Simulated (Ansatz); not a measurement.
## MnHg (P4/mmm): Mn2 tilted by 45° from z and held

Theory: DFT, PBE, all-electron LAPW, scalar-relativistic in Ansatz.

Command: `ansatz run input.yaml --threads 2 --pin off --max-ram 6144MiB --backend cpu --events-out ev --progress --plain --runs-dir out`

```yaml
crystal:
  lattice:
    - [3.288, 3.288, 0.0]
    - [0.0, 0.0, 3.313]
    - [3.288, -3.288, 0.0]
  atoms:
    - { symbol: Mn, position: [0.5, 0.5, 0.0], spin: 3.8, spin_axis: [0.0, 0.0, 1.0] }
    - { symbol: Mn, position: [0.0, 0.5, 0.5], spin: 3.8, spin_axis: [0.70710678, 0.0, 0.70710678] }
    - { symbol: Hg, position: [0.0, 0.0, 0.0] }
    - { symbol: Hg, position: [0.5, 0.0, 0.5] }
magnetization:
  noncollinear: true
  spin_locking: { lock_directions: true }
kpoints:
  mp_grid: { grid: [8, 11, 8] }
scf:
  occupations: { method: fermi_dirac, width: 0.05 }
  max_iter: 150
  lower_state_search: "off"
hamiltonian:
  xc: pbe
  pseudopotentials: { kind: all_electron, lapw: { basis_error: 0.0005 } }
output:
  eigenvalues: false
```

Output:

```
settings of this run that can trade accuracy for cost: output.eigenvalues: false. Do not mix this run's numbers with those of runs without the same settings; the input reference describes each key
LAPW: plane waves up to 8.180 Å⁻¹, error target 5.0e-4 eV per atom; small_component_spin mean_spin; Mn in spheres of 1.383 Å, 15 of its electrons in bands, Dirac shells []; Hg in spheres of 1.472 Å, 44 of its electrons in bands, Dirac shells [] (how accurate: hamiltonian.pseudopotentials.lapw.basis_error, Limitations)
Engine: ansatz 0.2.0
Pseudopotentials: kind: all_electron
Pseudopotential: Mn, LAPW, valence charge 15, lapw/all_electron/scalar/gaussian/Mn, Koelling and Harmon's equation, gaussian nucleus
Pseudopotential: Hg, LAPW, valence charge 44, lapw/all_electron/scalar/gaussian/Hg, Koelling and Harmon's equation, gaussian nucleus
Functional definition: PBE
  parameter kappa = 0.804
  parameter beta = 0.06672455060314922
  exchange = pbe_x(kappa = kappa, mu = beta*pi^2/3)
  correlation = pbe_c(beta = beta)
Crystal: 4 atoms, lattice volume = 71.633 Å³
Basis set: ecut = 254.93558144672758 eV, 673 PW (Γ), exchange–correlation at level 2
Bands: 142, of which v1, the nominal top of the filled ones, is band 118 counted from 1 (117 counted from 0)
Symmetry: 32 space group operations + 32 with time reversal
Moments: of one size on atoms that these operations exchange, one fixing the others by the rotation that the starting moments gave each, and all in one plane where the starting moments lie in one or along one axis (crystal.symmetry.detect: false holds none)
k-points: 90 of 704
Non-local potential: Mn, projectors of the file, none
Non-local potential: Hg, projectors of the file, none
Initial density: superposition of atomic densities (chi_scale 0.1, normalization cell)
Starting moments: Σ|m| = 7.6 μB on 2 of 4 sites
Initial wavefunctions: plane waves of lowest kinetic energy (no species holds an atomic orbital)
Functional: x = pbe(κ = 0.804, μ = 0.2195149727645171), c = pbe(β = 0.06672455060314922)
iter 1 solved again at ethr=2.68e-3 eV; its pass at ethr=1.00e-1 eV (dr2=3.16e0 eV) is discarded
SCF iter   1: F=-1130704.770126 eV  HF=-1130716.607688 eV  |F-HF|=1.18e1  |Δ(HF+E_count)|=         —  Δρ=4.67e-2  dr2=3.16e0  dr2_m=1.82e-2  ethr=2.68e-3  |M|=6.38e0 ∫|m|=7.24e0 μB  β_m=0.30  ⟨swp⟩=2.0  Hψ=76422  notcnv=0
preconditioner: auto → Kerker (q_TF=auto, 2.965 Å⁻¹)  [metal: Δε(μ)=0.004 eV  Ē_g=9.170 eV  σ=0.050 eV  W_gap=0.02  n_scr=30 (ndim 8)  ℏωp=27.0 eV  f_vac=0.000  D(μ)=6.62/eV (n_scr^D=80)]
spin=Noncollinear: Kerker preconditioning applied to the charge; magnetization (m_x, m_y, m_z) channels mix plain (no charge-response kernel on spin).
iter 2 solved again at ethr=9.26e-5 eV; its pass at ethr=2.68e-3 eV (dr2=1.09e-1 eV) is discarded
[...]
the basis was enlarged: its passes take 5.1 MiB over the memory plan, 2 of 2 planned eigensolver slots
[...]
SCF iter  10: F=-1130714.604710 eV  HF=-1130714.604713 eV  |F-HF|=2.82e-6  |Δ(HF+E_count)|=   5.52e-6  Δρ=4.74e-5  dr2=3.07e-6  dr2_m=2.11e-8  ethr=8.96e-9  |M|=7.12e0 ∫|m|=8.25e0 μB  β_m=0.90  ⟨swp⟩=3.0  Hψ=37616  notcnv=0
SCF iter  11: F=-1130714.604707 eV  HF=-1130714.604714 eV  |F-HF|=7.15e-6  |Δ(HF+E_count)|=   9.88e-7  Δρ=4.41e-5  dr2=3.21e-6  dr2_m=4.51e-9  ethr=2.60e-9  |M|=7.12e0 ∫|m|=8.25e0 μB  β_m=0.74  ⟨swp⟩=2.0  Hψ=37326  notcnv=0
SCF iter  12: F=-1130714.604712 eV  HF=-1130714.604712 eV  |F-HF|=3.20e-7  |Δ(HF+E_count)|=   1.50e-6  Δρ=1.17e-5  dr2=2.39e-7  dr2_m=5.91e-10  ethr=2.60e-9  |M|=7.12e0 ∫|m|=8.25e0 μB  β_m=0.76  ⟨swp⟩=2.0  Hψ=37326  notcnv=0
SCF iter  13: F=-1130714.604712 eV  HF=-1130714.604712 eV  |F-HF|=1.84e-7  |Δ(HF+E_count)|=   6.12e-8  Δρ=7.25e-6  dr2=8.10e-8  dr2_m=1.09e-9  ethr=2.02e-10  |M|=7.12e0 ∫|m|=8.25e0 μB  β_m=0.71  ⟨swp⟩=2.0  Hψ=37326  notcnv=0
SCF iter  14: F=-1130714.604712 eV  HF=-1130714.604712 eV  |F-HF|=7.92e-9  |Δ(HF+E_count)|=   6.89e-8  Δρ=2.22e-6  dr2=5.73e-9  dr2_m=4.95e-10  ethr=6.86e-11  |M|=7.12e0 ∫|m|=8.25e0 μB  ⟨swp⟩=2.0  Hψ=37326  notcnv=0
SCF 1 converged in 14 iterations: F = -1130714.604712 eV  dr2 = 5.73e-9
SCF converged after 14 iterations
Stability not checked: this state was not tested for a lower state beside it, because a magnetisation constraint still acts at the end of the SCF (magnetization_constraint; see scf.lower_state_search)
Magnetization: |M| = 7.1164 μB,  M = (+2.7233, -0.0000, +6.5747) μB
Absolute magnetization: 8.2463 μB (∫|m|)
  site 0: m = (-0.0007, +0.0000, +3.8295) μB, |m| = 3.8295 μB  (R = 1.18 Å)
  site 1: m = (+2.7084, -0.0000, +2.7074) μB, |m| = 3.8295 μB  (R = 1.18 Å)
  site 2: m = (-0.0092, +0.0000, -0.0222) μB, |m| = 0.0240 μB  (R = 1.18 Å)
  site 3: m = (-0.0092, -0.0000, -0.0222) μB, |m| = 0.0240 μB  (R = 1.18 Å)
--- Magnetisation constraints (ε_frz = 1.0e-4 eV) ---
  site  kind           target                            achieved (μB)             |Δ|max (μB)  g (eV/μB)                     λ_eff  esc  ok   flags
  0     per_site_axis  ê (+0.000, +0.000, +1.000) ≥0.00  (-0.001, +0.000, +3.830)  7.31e-4      (-1.5e-3, +3.6e-43, +0.0e0)   1.000  0    yes
  1     per_site_axis  ê (+0.707, +0.000, +0.707) ≥0.00  (+2.708, -0.000, +2.707)  5.17e-4      (+1.0e-3, -3.6e-43, -1.0e-3)  1.000  0    yes
Free energy (F): -1130714.604712 eV
Harris-Foulkes:  -1130714.604712 eV  (|F-HF|=7.92e-9)
Internal energy: -1130714.579348 eV  (E = F + TS)
E sigma→0 (E₀):  -1130714.592030 eV
Entropy (-TS):   -0.025364 eV (-6.341 meV/atom)
Fermi energy:    18.758912 eV
--- Per-component energies (eV) ---
  E_band       = -9651.893501
  E_kinetic    = 1285319.297020
  E_xc         = -23122.256078
  E_constr_dc  = 0.000002  (∫m·b dr)
  E_electrostatic = -2392911.620290  (all electrons and nuclei)
  E_smearing   = -0.025364  (= −TS)
  E_closure    = 0.000000  (closes the sum)
  E_penalty    = 0.000001  (constraint; not in F)
  E_atoms      = -1130696.817462  (free atoms, spherical and without spin; not in F)
  Σ components = -1130714.604712   (vs F -1130714.604712, Δ=0.00e0)
  Basis errors (estimates in eV, not in F): energy 1.6e-4 per atom: plane waves 1.2e-4 (6.1e-5 summed), levels above the bands 5.5e-68, relativity 1.4e-8, radial functions 4.1e-5, core shells 3.0e-9; eigenvalues (radial functions only) 1.1e-6; not estimated: angular momenta, meshes, grids; target (lapw.basis_error) 5.0e-4; muffin-tin radii Mn 1.383 Å, Hg 1.472 Å
settings of this run that can trade accuracy for cost: output.eigenvalues: false. Do not mix this run's numbers with those of runs without the same settings; the input reference describes each key
```

Site moments (μB): Mn1 (0.00, 0.00, 3.83); Mn2 (2.71, 0.00, 2.71); Hg3 (-0.01, 0.00, -0.02); Hg4 (-0.01, 0.00, -0.02). Cell moment 7.12 μB.

The Ansatz runs typed with the search for lower states off end where their start leads. Spin–orbit coupling is left out although heavy atoms are present. These are results for the start and cell typed. The real compound can order otherwise, in a larger cell, or not at all, since semilocal functionals at zero temperature often overstate magnetism.

It took 13 min on 2 threads of Intel(R) Xeon(R) Platinum 8259CL CPU @ 2.50GHz (Skylake/Cascade Lake), on a shared host, peak memory 3.1 GiB.
